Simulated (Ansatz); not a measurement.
Ti (hcp, Mg type)

```xyz
2
Lattice="2.9389 0.0000 0.0000 -1.4694 2.5451 0.0000 0.0000 0.0000 4.6500" Properties=species:S:1:pos:R:3 pbc="T T T"
Ti     0.0000     1.6967     3.4875
Ti     1.4694     0.8484     1.1625
```

Equation-of-state scan: isotropic scaling of the cell above, V₀ being its volume. Symmetry pins the atoms to their sites.

Method: PBE (plane waves to 420 eV, PAW, scalar-relativistic; Ansatz, a first-principles code). k mesh 18×18×10 (Γ-centred), Fermi-Dirac smearing 0.05 eV. E stands for the smeared free energy. Stress and pressure are positive under compression. With the shape held, the modulus is that of even scaling; a crystal free to change shape is softer. The PAW data are Ansatz's earlier set. Ti is run without spin polarisation. Ti was relaxed with its symmetry unable to fall. The zero of ΔE is the relaxed starting cell. The last digit holds for this mesh only.

```
V (Å³/atom)  ΔE (meV/atom)
-----------  -------------
15.651                71.3
16.086                38.5
16.521                16.4
16.955                 3.9
17.390                 0.0
17.825                 3.7
18.260            withheld
18.694                30.6
19.129                52.4
```

**Question.** Fit a third-order Birch-Murnaghan form (E₀, V₀, B₀, B₀′ free) to the given rows and predict ΔE at V = 18.260.

**Answer.** Least squares on the 8 given rows: ΔE = E₀ + (9V₀B₀/16)·y²·[2 + (B₀′ − 4)y], y = (V₀/V)^(2/3) − 1, with V₀ = 17.389 Å³/atom, B₀ = 111.9 GPa (160.2 GPa = 1 eV/Å³; the term in eV is multiplied by 1000), B₀′ = 3.64, E₀ = 0.01 meV/atom; root-mean-square residual 0.03 meV/atom. At 18.260 the fit gives 14.1 meV/atom; the calculation gives 14.1 meV/atom, the same to the digits shown. For the pressure the fit gives -5.0 GPa against the computed -5.0 GPa.

(A scan under strain: stresses follow from slopes of the energy per volume, elastic moduli from its curvatures.)
